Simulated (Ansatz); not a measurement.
## Computed properties of TePt

TePt:
Space group Pmma (No. 51); a = 3.601 Å, b = 3.494 Å, c = 7.234 Å, α = 90.00°, β = 90.00°, γ = 90.00°

```tsv
atom	site	symmetry	x	y	z
Pt	2e	mm2	0.7500	0.0000	0.1439
Te	2f	mm2	0.2500	0.5000	0.2787
```

Space group Pmma (No. 51); conventional cell a = 3.601 Å, b = 3.494 Å, c = 7.234 Å, α = β = γ = 90.00°.

Method: the program Ansatz at the PBEsol level (PAW). Geometry: relaxed at this level of theory. Other levels are named where they apply.

**Cell and energy**

| Property | Value |
|---|---|
| Volume per atom | 22.75 Å³ |
| Density | 11.77 g/cm³ |
| Formation energy from the elements (no fitted shifts) | -5.2 kJ/mol of atoms |

**Electronic structure**

| Property | Result |
|---|---|
| Electronic character | metallic (no gap) |
| Density of states at the Fermi level | 0.38 states/eV per atom (mean over ±0.08 eV) |

The start of the workflow was typed in or built on a structure type; neither database checked (COD, Materials Project) lists it. COD files the formula under space group No. 166, 194. Whether it is the stable phase at ambient conditions was not checked. Symmetry was held in the PBEsol relaxation; whether a distortion lowers the energy is not shown. The run is not spin-polarised. The volume moved by 16 % from the start of the relaxation. The references are the lowest solids computed at this level, not always the standard phases. Scalar-relativistic: spin–orbit coupling is off unless named, which matters more the heavier the elements.

Potentials: the earlier of the program's two PAW sets. The files were generated under PBE; for other functionals the program regenerates the frozen cores, and for LDA and PBEsol the local potential too.
